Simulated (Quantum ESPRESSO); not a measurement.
For atom 5 (O) of Al$_{2}$O$_{3}$ in R-3c, PBE PAW (JTH datasets; density from pw.x of a modified build of Quantum ESPRESSO, gradients reconstructed from it by a script) gives this field-gradient tensor in Cartesian axes (atomic units, 1 a.u. = 9.7174×10²¹ V/m²):

```
 0.1494   0.0000   0.0000
 0.0000  -0.0289  -0.3223
 0.0000  -0.3223  -0.1205
```

The cell was made here from a computed Materials Project entry: strained by -2 % along the unique axis and by +1 % across it, atoms relaxed (PBE without dispersion, pw.x of Quantum ESPRESSO, symmetry kept). The parent is Al2O3 in R-3c. Stability against distortions was not tested.  Cores are frozen. Against all-electron runs on small test molecules, this scheme's |Vzz| missed by −7 % on Al, −2 to +6 % on O.

Task: Find the principal values, η_Q, |C_Q|, ν_Q and P_Q for ¹⁷O (I = 5/2, |Q| = 0.0256 barn), and the second-order MAS shift at 11.7 T.

Result: Eigenvalues (principal values) by size: Vxx = 0.1494, Vyy = 0.2508, Vzz = -0.4002 a.u. (they sum to zero).
η_Q = (Vxx − Vyy)/Vzz = 0.25.
|C_Q| = 234.96 MHz × |Q|/barn × |Vzz|/a.u. = 234.96 × 0.0256 × 0.4002 = 2.41 MHz.
Quadrupole frequency ν_Q = 3C_Q/[2I(2I − 1)] = 0.361 MHz, and P_Q = C_Q(1 + η²/3)^½ = 2.43 MHz.
At 11.7 T the Larmor frequency is ν0 = 67.6 MHz, and the second-order shift of the central transition's centre of gravity under MAS is −(3/40)(P_Q/ν0)²[I(I + 1) − 3/4]/[I²(2I − 1)²] × 10⁶ = -7.8 ppm.
